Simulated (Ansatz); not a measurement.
ZnS:
```cif
data_S2Zn2
_chemical_formula_sum 'Zn2 S2'
_space_group_name_H-M_alt 'P 1'
_space_group_IT_number 1
_cell_length_a 3.80610
_cell_length_b 3.80610
_cell_length_c 6.24474
_cell_angle_alpha 90.000
_cell_angle_beta 90.000
_cell_angle_gamma 120.000
loop_
_space_group_symop_operation_xyz
  'x, y, z'
loop_
_atom_site_label
_atom_site_type_symbol
_atom_site_fract_x
_atom_site_fract_y
_atom_site_fract_z
_atom_site_occupancy
Zn1 Zn 0.66667 0.33333 0.99975 1
Zn2 Zn 0.33333 0.66667 0.49975 1
S1 S 0.66667 0.33333 0.62545 1
S2 S 0.33333 0.66667 0.12545 1
```

Relaxed with r²SCAN. The program Ansatz at the r²SCAN level (PAW) gives a gap of 2.78 eV.

What gap does HSE06 give on the same cell (Ansatz, PAW)?

3.44 eV, 0.66 eV more. The hybrid was solved on a coarser mesh and at special points; its gap is the smallest among all of these.

```json
[
 {"k": "Γ", "v1 r²SCAN": "0.00", "c1 r²SCAN": "2.78", "v1 HSE06": "0.00", "c1 HSE06": "3.44"},
 {"k": "A", "v1 r²SCAN": "-0.48", "c1 r²SCAN": "4.10", "v1 HSE06": "[?]", "c1 HSE06": "[?]"},
 {"k": "K", "v1 r²SCAN": "-2.15", "c1 r²SCAN": "4.54", "v1 HSE06": "-2.27", "c1 HSE06": "5.26"},
 {"k": "H", "v1 r²SCAN": "-1.40", "c1 r²SCAN": "4.98", "v1 HSE06": "[?]", "c1 HSE06": "[?]"},
 {"k": "M", "v1 r²SCAN": "-0.91", "c1 r²SCAN": "4.04", "v1 HSE06": "[?]", "c1 HSE06": "[?]"},
 {"k": "L", "v1 r²SCAN": "-1.66", "c1 r²SCAN": "3.96", "v1 HSE06": "[?]", "c1 HSE06": "[?]"}
]
```

Top valence (v1) and lowest conduction level (c1) in eV from each method's valence maximum (which need not be a listed point): supply the withheld HSE06 values.


- L, v1 HSE06: -1.72
- L, c1 HSE06: 4.68
- H, v1 HSE06: -1.43
- H, c1 HSE06: 5.75
- A, v1 HSE06: -0.50
- A, c1 HSE06: 4.84
- M, v1 HSE06: -0.94
- M, c1 HSE06: 4.78

Cost on shared cores: the r²SCAN run (SCF on a 8×8×5 mesh, then bands and DOS) very roughly 80 core-seconds, the HSE06 run (SCF on 6×6×4, then a few points) around 5 core-minutes (rough); the tasks are unlike.

Space group P6_3mc (wurtzite). The cell was relaxed with r²SCAN under the symmetry of its start; phonons on a q-mesh show no instability.

Potentials: the later of the program's two PAW sets.
